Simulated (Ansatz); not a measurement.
ZrPbO₃ in space group Amm2 (No. 38; Zr on 2b, Pb on 2a, O on 4e, O on 2a), the program Ansatz at the r²SCAN level (PAW), all energies at zero smearing, with the estimated change up to a 700 eV cutoff added, with one set of potentials and settings (totals compare only within such a set). Cell of 5 atoms (1 Zr, 1 Pb, 3 O): -17827.371 eV.

```csv
element,reference phase,E (eV/atom)
Zr,"P6_3/mmc, 2 atoms in the cell",-4195.0260
Pb,"Fm-3m, 1 atoms in the cell",-11920.8594
O,"C2/m, 4 atoms in the cell, spin-polarised",-566.0281
```

Formation energy per atom, worked out: (-17827.371 − 1×(-4195.0260) − 1×(-11920.8594) − 3×(-566.0281))/5 = -2.680 eV/atom (-259 kJ per mol of atoms), at 0 K, without zero-point energy or fitted corrections.

The first step of the workflow began from a Materials Project structure, measured or hypothetical; the Crystallography Open Database files this formula in space group No. 38, but the cells were not matched. Whether it is the stable phase at ambient conditions was not checked. The r²SCAN relaxation kept the symmetry of its start; whether a distortion lowers the energy is not shown. No spin polarisation was allowed. The references are the lowest solids computed at this level, not always the standard phases (solids in place of the gases). Spin–orbit coupling is left out wherever it is not named.

Potentials: the later of the program's two PAW sets.
